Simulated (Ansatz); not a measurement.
CaS (rock salt, Fm-3m) at seven volumes, plane-wave PAW LDA (Ansatz code), scaled uniformly. One row is withheld.

```json
[
 {"V (Å³/atom)": "19.594", "P (GPa)": "7.75"},
 {"V (Å³/atom)": "20.240", "P (GPa)": "4.76"},
 {"V (Å³/atom)": "20.885", "P (GPa)": "2.19"},
 {"V (Å³/atom)": "21.531", "P (GPa)": "0.00"},
 {"V (Å³/atom)": "22.177", "P (GPa)": "-1.88"},
 {"V (Å³/atom)": "22.823", "P (GPa)": "?"},
 {"V (Å³/atom)": "23.469", "P (GPa)": "-4.87"}
]
```

**Question.** Fit the shown pressures and predict the withheld one.

**Answer.** P = (3/2)B₀(x^(7/2) − x^(5/2))[1 + (3/4)(B′ − 4)(x − 1)] with x = (V₀/V)^(2/3). Least squares on the six rows gives V₀ = 21.531 Å³/atom, B₀ = 67.6 GPa, B′ = 4.16. At V = 22.823, x = 0.9619 and P = -3.49 GPa. The run itself gave -3.49 GPa.

The LDA relaxation kept the symmetry of its start; phonons on a q-mesh show no instability.

Potentials: the later of the program's two PAW sets.
